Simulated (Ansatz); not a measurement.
Data:

ScAl:
```yaml
crystal:
  lattice:
    - [1.64179, -5.51472, 0.00000]
    - [1.64179, 5.51472, 0.00000]
    - [0.00000, 0.00000, 4.33828]
  atoms:
    - { symbol: Sc, position: [0.83701, 0.16299, 0.75000] }
    - { symbol: Sc, position: [0.16299, 0.83701, 0.25000] }
    - { symbol: Al, position: [0.56950, 0.43050, 0.75000] }
    - { symbol: Al, position: [0.43050, 0.56950, 0.25000] }
```

This is the PBEsol-relaxed structure. Tensor components refer to the Cartesian frame of this cell.

Problem. All from PBEsol (plane waves, PAW; program Ansatz), unless another level is named. Give the Debye temperature from the elastic constants.

Solution. 503 K.

Problem. Give the elastic constants (relaxed ions, GPa).

Solution. C11 = 101, C22 = 172, C33 = 160, C12 = 46.2, C13 = 56.3, C23 = 41.0, C44 = 62.1, C55 = 84.2, C66 = 33.7.

Space group Cmcm. The workflow started from a Materials Project entry (that database holds measured and hypothetical structures alike); the Crystallography Open Database copy checked does not list it. Whether it is the stable phase at ambient conditions was not checked. The cell was relaxed with PBEsol under the symmetry of its start; its stability against distortions is not shown here. The run is not spin-polarised. As this level gives no gap, shear constants depend on the k-mesh and smearing (Fermi–Dirac, 0.1 eV here).

Potentials: the later of the program's two PAW sets.
